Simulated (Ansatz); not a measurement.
SnPd3:
```
CELL_PARAMETERS angstrom
      3.97381     0.00000     0.00000
      0.00000     3.97381     0.00000
      0.00000     0.00000     3.97381
ATOMIC_POSITIONS crystal
  Pd 0.50000 0.50000 0.00000
  Pd 0.00000 0.50000 0.50000
  Pd 0.50000 0.00000 0.50000
  Sn 0.00000 0.00000 0.00000
```

Relaxed with PBEsol. Special points in fractions of this cell's reciprocal vectors: Γ (0.000, 0.000, 0.000); X (0.000, 0.500, 0.000); M (0.500, 0.500, 0.000); R (0.500, 0.500, 0.500).

Q: List the band energies nearest the Fermi level at these points for the program Ansatz at the PBEsol level (PAW).

A: In eV from the Fermi level; about four levels below and three above (degenerate sets whole), none deeper than 8.9 eV; points with the same levels are listed once.

```csv
k,below,above
Γ,-0.22 -0.22 -0.22 -0.01 -0.01 -0.01,4.19 7.53 7.53
X,-1.83 -1.72 -0.92 -0.01,4.10 4.14 4.14
M,-1.72 -1.47 -1.19 -1.10,0.96 0.96 6.13
R,-1.72 -1.72 -0.36 -0.36 -0.36,0.59 0.96 4.89 4.89 4.89
```

Space group Pm-3m (Cu3Au type). The workflow started from an entry of the Crystallography Open Database (COD), which files this formula under 2 space groups. Whether it is the stable phase at ambient conditions was not checked. The PBEsol relaxation kept the symmetry of its start; whether a distortion lowers the energy is not shown. No spin polarisation was allowed. Scalar-relativistic: spin–orbit coupling is off unless named, which matters more the heavier the elements.

Potentials: the later of the program's two PAW sets.
